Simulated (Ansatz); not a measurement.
ZrC (rock salt)

```xyz
2
Lattice="0.0000 2.3544 2.3544 2.3544 0.0000 2.3544 2.3544 2.3544 0.0000" Properties=species:S:1:pos:R:3 pbc="T T T"
C      0.0000     0.0000     0.0000
Zr     2.3544     2.3544     2.3544
```

The slice is a {110} plane (indices of the conventional cell) through the point (0.000, 0.000, 0.000) (fractional), spanned by u = [100] and v = [1 -1 -1] in vectors of this cell: u (3.33 Å) and v (4.71 Å, at 90° to u). It covers one period; positions are fractions (u, v).

Calculation: PBE (plane waves to 420 eV, PAW, scalar-relativistic; Ansatz, an electronic-structure program). k mesh 17×17×17. These are valence fields of a PAW run, semicore shells included where kept as valence: close to a nucleus they are smooth pseudo fields. ZrC is run without spin polarisation. ZrC was relaxed with its symmetry unable to fall.

**Question.** What is the valence density on the shortest C–Zr line in this plane (2.35 Å), at its minimum between the atoms?

**Answer.** 0.44 e/Å³.

**Question.** What is the ELF at the density minimum of the shortest C–Zr line in this plane (2.35 Å)?

**Answer.** 0.3.

**Question.** Sketch the electron localisation function (ELF) on this plane as a map.

**Answer.** 
```
|xxxxxx@@@@%%**--....--**%%@@@@xxxx|
|xxxx%%@@@@%%++--....--++%%@@@@%%xx|
|@@@@@@@@@@##++::....::++##@@@@@@@@|
|@@@@@@%%##**==::....::==**##%%@@@@|
|****++++====--::....::--====++++**|
|::::............................::|
|----..        ........        ..--|
|%%%%**--        ....        --**%%|
|@@@@@@##--      ....      --##@@@@|
|xxxx@@@@**..    ....    ..**@@@@xx|
|xxxxxx@@%%::    ....    ::%%@@xxxx|
|xxxxxx@@%%--    ....    --%%@@xxxx|
|xxxxxx@@%%::    ....    ::%%@@xxxx|
|xxxx@@@@**..    ....    ..**@@@@xx|
|@@@@@@##--      ....      --##@@@@|
|%%%%**--        ....        --**%%|
|----..        ........        ..--|
|::::............................::|
|****++++====--::....::--====++++**|
|@@@@@@%%##**==::....::==**##%%@@@@|
|@@@@@@@@@@##++::....::++##@@@@@@@@|
|xxxx%%@@@@%%++--....--++%%@@@@%%xx|
|xxxxxx@@@@%%**--....--**%%@@@@xxxx|
|xxxxxx@@@@%%**--....--**%%@@@@xxxx|
```
Scale: ten equal steps from 0.08 (start of ' ') to 0.82 (end of '@'), in the order ' .:-=+*#%@'. Values: electron localisation function (ELF). The map has 17 points along u (two characters each, u = 0 at the left) and 24 along v (v = 0 in the bottom row). Points within 0.5 Å of a nucleus are blanked (x), as the pseudised field means little there.
